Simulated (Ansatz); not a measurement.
Data:

SnO2:
```cif
data_O4Sn2
_chemical_formula_sum 'Sn2 O4'
_space_group_name_H-M_alt 'P 1'
_space_group_IT_number 1
_cell_length_a 5.81345
_cell_length_b 5.81345
_cell_length_c 5.81345
_cell_angle_alpha 140.047
_cell_angle_beta 140.047
_cell_angle_gamma 57.782
loop_
_space_group_symop_operation_xyz
  'x, y, z'
loop_
_atom_site_label
_atom_site_type_symbol
_atom_site_fract_x
_atom_site_fract_y
_atom_site_fract_z
_atom_site_occupancy
Sn1 Sn 0.75000 0.25000 0.50000 1
Sn2 Sn 0.00000 0.00000 0.00000 1
O1 O 0.79699 0.79699 0.00000 1
O2 O 0.54699 0.04699 0.50000 1
O3 O 0.95301 0.45301 0.50000 1
O4 O 0.20301 0.20301 0.00000 1
```

This is the LDA-relaxed structure.

Question: All from LDA (plane waves, PAW; program Ansatz), unless another level is named. Estimate the bulk modulus (Birch–Murnaghan fit).

Answer: 160 GPa.

Question: Predict the highest zone-centre frequency (without LO–TO term).

Answer: 744 cm⁻¹.

Space group I4_1/amd (anatase). The first step of the workflow began from a Materials Project structure, measured or hypothetical; the Crystallography Open Database copy checked does not list it. It is not the phase usual at ambient conditions (space group No. 136). Symmetry was held in the LDA relaxation; whether a distortion lowers the energy is not shown. Scalar-relativistic: spin–orbit coupling is off unless named, which matters more the heavier the elements.

Potentials: the later of the program's two PAW sets.
